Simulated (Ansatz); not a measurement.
All numbers below come from DFT PBE, scalar-relativistic, plane waves, PAW (Ansatz). Settings: cutoff 420 eV, Γ-centred meshes spaced at most about 0.3 Å⁻¹, and about 0.25 Å⁻¹ or finer for metals (2π included), Gaussian smearing. No spin polarisation in the final relaxations.

Temperature and zero-point effects are left out.

Compare these two cells of Mg3ZrN, each relaxed at this level.

A.

Space group P-6m2 (No. 187). a = 3.385 Å, b = 3.385 Å, c = 9.411 Å, α = 90.00°, β = 90.00°, γ = 120.00°
| atom | site | symmetry | x | y | z |
| --- | --- | --- | --- | --- | --- |
| Mg | 2i | 3m. | 0.6667 | 0.3333 | 0.2345 |
| Mg | 1a | -6m2 | 0.0000 | 0.0000 | 0.0000 |
| Zr | 1b | -6m2 | 0.0000 | 0.0000 | 0.5000 |
| N | 1c | -6m2 | 0.3333 | 0.6667 | 0.0000 |

B.

Space group P4/mmm (No. 123). a = 3.101 Å, b = 3.101 Å, c = 11.245 Å, α = 90.00°, β = 90.00°, γ = 90.00°
```tsv
atom	site	symmetry	x	y	z
Mg	1a	4/mmm	0.0000	0.0000	0.0000
Mg	2h	4mm	0.5000	0.5000	0.2091
Zr	1d	4/mmm	0.5000	0.5000	0.5000
N	1b	4/mmm	0.0000	0.0000	0.5000
```

Problem. Which would you expect to be lower, and how large is the difference?

Solution. B is lower, by 0.36 eV/atom. A has space group P-6m2 (No. 187), 18.7 Å³/atom and no gap on its mesh; B has space group P4/mmm (No. 123), 21.6 Å³/atom and no gap. Counting Mg or Zr atoms around N (for each partner element, those within 1.25 times its shortest distance or 1.15 times the sum of covalent radii, where it is the nearest in units of that sum or under 1.3), A has N 3 and B has N 4. The lower one is the more open, so pressure narrows the difference. Both come from invented guesses.

A magnetic state wasn't ruled out in cells without spin, among them P-6m2. Cells relaxed within their symmetry can be saddle points.
